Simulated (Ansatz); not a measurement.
A geometry of Nb away from equilibrium: step 2 of the relaxation of a relaxed Nb cell displaced along its unstable phonon at q = (½, 0, 0) of its primitive reciprocal cell (115i cm⁻¹), largest move 0.15 Å. The numbers are results of PBE (plane waves to 420 eV, PAW, scalar-relativistic; Ansatz, a program for electronic structure), not measurements. Γ-centred k-mesh 13×13×12 on the run's cell (coarser than for final values), Fermi–Dirac smearing 0.05 eV.

```xyz
2
Lattice="5.6813 -0.0136 0.0000 -1.4262 2.4703 0.0000 0.0000 0.0000 2.7300" Properties=species:S:1:pos:R:3 pbc="T T T"
Nb     0.0000     0.0000     0.3460
Nb     1.4144     2.4635    -0.3460
```

**Question.** Which atoms carry the largest force, and which way does it point?

**Answer.** 1.05 eV/Å, on Nb1, Nb2 (atoms numbered as listed); on Nb1 its components are (0.00, 0.00, 1.05).

**Question.** What is the pressure?

**Answer.** -1.2 GPa, compression positive.

**Question.** How far above the relaxed end point is this geometry?

**Answer.** 0.24 eV/atom; the path ends in I4/mmm (No. 139).

No spin polarisation in the result.

The run could not lose the symmetry of its start, so the end can be a saddle point.

The end of the path is a generated cell of Nb: the first start was made by placing the elements on the sites of a structure type, and the end was not matched to a known phase here, so it may be hypothetical. Known forms of Nb include space group No. 229.
